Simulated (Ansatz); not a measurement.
KCl:
```
CELL_PARAMETERS angstrom
      0.00000     3.03811     3.03811
      3.03811     0.00000     3.03811
      3.03811     3.03811     0.00000
ATOMIC_POSITIONS crystal
  K  0.00000 0.00000 0.00000
  Cl 0.50000 0.50000 0.50000
```

Relaxed with LDA. Special points in fractions of this cell's reciprocal vectors: Γ (0.000, 0.000, 0.000); X (0.500, 0.000, 0.500); U (0.625, 0.250, 0.625); K (0.375, 0.375, 0.750); L (0.500, 0.500, 0.500); W (0.500, 0.250, 0.750).

List the band energies nearest the valence-band maximum at these points for the program Ansatz at the LDA level (PAW).

In eV from the valence-band maximum; about four levels below and three above (degenerate sets whole), none deeper than 8.9 eV; points with the same levels are listed once.

```
k              below                  above
-  -----------------  ---------------------
Γ     0.00 0.00 0.00    5.11 8.10 8.10 8.10
X  -0.76 -0.25 -0.25        6.04 8.44 10.18
U  -0.69 -0.66 -0.36         6.93 9.06 9.51
L  -1.33 -0.45 -0.45  7.47 8.66 10.59 10.59
W  -0.63 -0.56 -0.56         7.81 7.81 9.56
```

Space group Fm-3m (rock salt). The cell was relaxed with LDA under the symmetry of its start; phonons on a q-mesh show no instability.

Potentials: the later of the program's two PAW sets.
